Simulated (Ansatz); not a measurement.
The start is a generated cell, Sb built in the A7 structure type. The structure is fully relaxed (lattice and positions, P = 0) with r2SCAN (plane waves to 500 eV, PAW, scalar-relativistic; Ansatz, a first-principles code). The first steps use a coarse 9×9×9 k-mesh.

Input geometry:
```
Sb
1.0
    2.17271     1.25441     3.74778
   -2.17271     1.25441     3.74778
    0.00000    -2.50883     3.74778
Sb
2
Direct
  0.23300   0.23300   0.23300
  0.76700   0.76700   0.76700
```

| Item | Value |
|---|---|
| Largest initial force | 0.01 eV/Å, on Sb1, Sb2 (atoms numbered as listed) |
| Outcome | The space group stays R-3m (No. 166) (the run could not lower it); the end is AFLOW prototype A_hR2_166_c (A7, as in As), with 2 atoms in the primitive cell |
| Energy released | under 0.01 eV/atom |
| Volume change | +3.1 %, from 30.64 to 31.58 Å³/atom |
| Band gap at the end | zero (metallic) |
| Optimiser moves | 7 |

The end point of the relaxation:

```cif
data_Sb6
_chemical_formula_sum 'Sb6'
_space_group_name_H-M_alt 'R-3m :H'
_space_group_IT_number 166
_space_group_name_Hall '-R 3 2"'
_cell_length_a 4.34103
_cell_length_b 4.34103
_cell_length_c 11.61219
_cell_angle_alpha 90.000
_cell_angle_beta 90.000
_cell_angle_gamma 120.000
loop_
_atom_site_label
_atom_site_type_symbol
_atom_site_symmetry_multiplicity
_atom_site_Wyckoff_symbol
_atom_site_fract_x
_atom_site_fract_y
_atom_site_fract_z
_atom_site_occupancy
Sb1 Sb 6 c 0.00000 0.00000 0.23139 1
```
(The calculation used a cell of 2 atoms; values per cell refer to that cell.)

Final values are on a 13×13×13 k-mesh of the relaxed cell. No spin polarisation in the result.

The run could not lose the symmetry of its start; a randomly shaken copy of 2 atoms returns to this structure.
